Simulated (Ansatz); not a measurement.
SrHfO3 (cubic perovskite)

Space group Pm-3m (No. 221); a = b = c = 4.1058 Å, α = β = γ = 90.00°

| atom | site | symmetry | x | y | z |
|---|---|---|---|---|---|
| Sr | 1b | m-3m | 0.5000 | 0.5000 | 0.5000 |
| Hf | 1a | m-3m | 0.0000 | 0.0000 | 0.0000 |
| O | 3d | 4/mm.m | 0.0000 | 0.0000 | 0.5000 |

Grid over V/V₀ and (c/a)/(c/a)₀, subscript 0 meaning the relaxed cell; the conventional c axis lies along z; no internal relaxation.

Method: PBEsol (plane waves to 420 eV, PAW, scalar-relativistic; Ansatz, a quantum-chemistry and plane-wave program). k mesh 8×8×8 (Γ-centred), Fermi-Dirac smearing 0.05 eV. The energy includes the smearing's −TS. Spin-orbit coupling is left out, though Hf is heavy. SrHfO3 is run without spin polarisation. SrHfO3 was relaxed with its symmetry unable to fall. The zero of ΔE is the relaxed starting cell.

Problem. Estimate the ΔE (meV/atom) for all points of the grid V/V₀ = 0.920, 0.960, 1.000, 1.040, 1.080 by (c/a)/(c/a)₀ = 0.920, 0.960, 1.000, 1.040, 1.080.

Solution. ΔE (meV/atom), with V/V₀ across and (c/a)/(c/a)₀ down:

| (c/a)/(c/a)₀ \ V/V₀ | 0.920 | 0.960 | 1.000 | 1.040 | 1.080 |
|---|---|---|---|---|---|
| 0.920 | 136.5 | 85.2 | 64.2 | 67.8 | 91.3 |
| 0.960 | 73.5 | 29.3 | 14.6 | 23.9 | 52.5 |
| 1.000 | 54.8 | 12.7 | 0.0 | 11.0 | 41.2 |
| 1.040 | 70.8 | 26.8 | 12.4 | 21.8 | 50.7 |
| 1.080 | 114.8 | 65.4 | 46.1 | 51.2 | 76.1 |

(A scan under strain: stresses follow from slopes of the energy per volume, elastic moduli from its curvatures.)
